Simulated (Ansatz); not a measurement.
## NbAgO3: computed property card

NbAgO3:
```cif
data_AgNbO3
_chemical_formula_sum 'Nb1 Ag1 O3'
_space_group_name_H-M_alt 'Pm-3m'
_space_group_IT_number 221
_space_group_name_Hall '-P 4 2 3'
_cell_length_a 3.91806
_cell_length_b 3.91806
_cell_length_c 3.91806
_cell_angle_alpha 90.000
_cell_angle_beta 90.000
_cell_angle_gamma 90.000
loop_
_atom_site_label
_atom_site_type_symbol
_atom_site_symmetry_multiplicity
_atom_site_Wyckoff_symbol
_atom_site_fract_x
_atom_site_fract_y
_atom_site_fract_z
_atom_site_occupancy
Nb1 Nb 1 a 0.00000 0.00000 0.00000 1
Ag1 Ag 1 b 0.50000 0.50000 0.50000 1
O1 O 3 d 0.00000 0.00000 0.50000 1
```

Space group Pm-3m (No. 221), cubic perovskite; conventional cell a = b = c = 3.9181 Å, α = β = γ = 90.00°.

Method: LDA in the plane-wave PAW code Ansatz. Structure relaxed to zero pressure with the same functional. Other levels are named where they apply.

**Cell and energy**

```json
{
  "volume_per_atom": "12.03 Å³",
  "density": "6.87 g/cm³",
  "Formation energy from the elements (no fitted shifts)": "-1.87 eV/atom"
}
```

**Electronic structure**

```json
{
  "band_gap": "1.41 eV (indirect)",
  "valence_band_maximum": "at M",
  "conduction_band_minimum": "at X (3 equivalent valleys)",
  "smallest_direct_gap_on_the_standard_path": "1.58 eV",
  "electron_effective_mass": "0.25, 0.25, 4.8 mₑ (principal values)",
  "hole_effective_mass": "1.2, 1.2, 3.2 mₑ (principal values)"
}
```

**Mechanics**

```json
{
 "Bulk modulus (Birch–Murnaghan fit)": "224 GPa",
 "Pressure derivative B′": "4.5",
 "Elastic constants (relaxed ions, GPa)": "C11 = 450, C12 = 112, C44 = 50.7",
 "mechanical_stability": "stable (all eigenvalues of C positive)",
 "hill_bulk_and_shear_moduli": "225 and 84.2 GPa",
 "Young's modulus": "224 GPa",
 "Poisson's ratio": "0.33",
 "debye_temperature_from_the_elastic_constants": "510 K"
}
```

**Dielectric response**

```json
{
 "Electronic dielectric constant ε∞ (DFPT)": "7.85",
 "Born charges (a third of the trace)": "Nb +9.72, Ag +1.60, O -3.77 e"
}
```

**Phonons**

```json
{
  "Highest zone-centre frequency (without LO–TO term)": "15.89 THz",
  "zone_centre_stability": "unstable, softest mode 165i cm⁻¹",
  "dynamical_stability_on_the_path": "unstable, down to 183i cm⁻¹"
}
```

The first step of the workflow began from a Materials Project structure, measured or hypothetical; the Crystallography Open Database copy checked does not list it. COD files the formula under space group No. 57. Whether it is the stable phase at ambient conditions was not checked. The cell was relaxed with LDA under the symmetry of its start. No spin polarisation was allowed. The references are the lowest solids computed at this level, not always the standard phases (solids in place of the gases). Scalar-relativistic: spin–orbit coupling is off unless named, which matters more the heavier the elements.

Potentials: the later of the program's two PAW sets.
